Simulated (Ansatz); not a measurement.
Hydrogen-ended wire of Ge, Ge17SiH24

Ansatz, PAW, plane waves. PBEsol relaxation at a 1×1×2 mesh; single points on the relaxed atoms at the Γ point alone, onto which points of the small cell's zone fold. No spin–orbit coupling unless named.

Relaxed structure:

```
Ge Si H
1.0
    13.01076  -13.01076    0.00000
     0.00000    0.00000   18.40000
    -8.51339   -8.51339    0.00000
Ge Si H
17 1 24
Direct
  0.49979 0.49464 0.33507
  0.49991 0.56930 0.83221
  0.50005 0.56919 0.16767
  0.50035 0.49494 0.66459
  0.50001 0.49510 0.99989
  0.62167 0.34998 0.83317
  0.37805 0.34932 0.49980
  0.62138 0.34966 0.16670
  0.61060 0.42258 0.66632
  0.38950 0.42235 0.33345
  0.61008 0.42250 0.00007
  0.37854 0.35006 0.83294
  0.62211 0.34942 0.50011
  0.37821 0.35001 0.16634
  0.39016 0.42245 0.66596
  0.61000 0.42219 0.33358
  0.38978 0.42277 0.99969
  0.50017 0.56736 0.49968
  0.43194 0.61855 0.83220
  0.56735 0.61929 0.83240
  0.43243 0.61894 0.16769
  0.56785 0.61868 0.16789
  0.43429 0.61563 0.49991
  0.56627 0.61533 0.49910
  0.56203 0.29120 0.83262
  0.69586 0.31077 0.83315
  0.30385 0.31015 0.50045
  0.43772 0.29056 0.49951
  0.56180 0.29081 0.16660
  0.69561 0.31053 0.16675
  0.67424 0.47762 0.66631
  0.32594 0.47748 0.33380
  0.67388 0.47735 0.00029
  0.30431 0.31092 0.83267
  0.43812 0.29121 0.83328
  0.56236 0.29074 0.50069
  0.69625 0.31015 0.49978
  0.30406 0.31076 0.16638
  0.43791 0.29127 0.16651
  0.32660 0.47758 0.66586
  0.67353 0.47736 0.33331
  0.32613 0.47780 0.99963
```

(1) What are the mean bond lengths by pair (pairs within 1.2 times the sum of covalent radii, less contacts 15 % beyond the pair's median; cation–cation pairs of compounds aside; long ionic contacts are cut short by that bound)?

(2) What gap lies between the top filled and the lowest empty level in the single points?

## Answers

(1) Ge–Ge 2.426 ± 0.006 Å (standard deviation, 22 bonds); Ge–H 1.544 ± 0.003 Å (standard deviation, 22 bonds); Ge–Si 2.391 ± 0.000 Å (standard deviation, 2 bonds); H–Si 1.503 ± 0.000 Å (standard deviation, 2 bonds).

(2) HSE06 3.12 eV (6.4 min on 7 threads of Neoverse-V2).
